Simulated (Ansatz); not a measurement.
Ru, DFT, PBE, all-electron LAPW, Dirac equation with spin-orbit coupling (Ansatz 0.2.0), on 1 thread of Intel(R) Xeon(R) Platinum 8488C (Sapphire Rapids) (shared host).

Command: `ansatz run input.yaml --threads 1 --pin off --max-ram 3072MiB --backend cpu --events-out ev --progress --plain --runs-dir out`

```yaml
crystal:
  lattice:
    - [2.7214486499, 0.0, 0.0]
    - [-1.360724325, 2.3568436659, 0.0]
    - [0.0, 0.0, 4.2931351149]
  atoms:
    - { symbol: Ru, position: [0.3333333333, 0.6666666667, 0.25] }
    - { symbol: Ru, position: [0.6666666667, 0.3333333333, 0.75] }
kpoints:
  mp_grid: { grid: [21, 21, 12] }
scf:
  occupations: { method: fermi_dirac, width: 0.05 }
hamiltonian:
  xc: pbe
  pseudopotentials: { kind: all_electron, lapw: { basis_error: 0.0005 } }
output:
  forces: true
  stress: true
  eigenvalues: true
magnetization:
  noncollinear: true
  spin_orbit: true
```

(1) How large is the problem that the program sets up?

(2) About how long does it take, and how much memory?

Answers

(1) 336 irreducible k-points, 313 plane waves at Γ, 78 bands.

(2) 13 min of wall time for 8 SCF iterations, with a peak of 2.7 GiB. Times on shared machines scatter by tens of per cent.
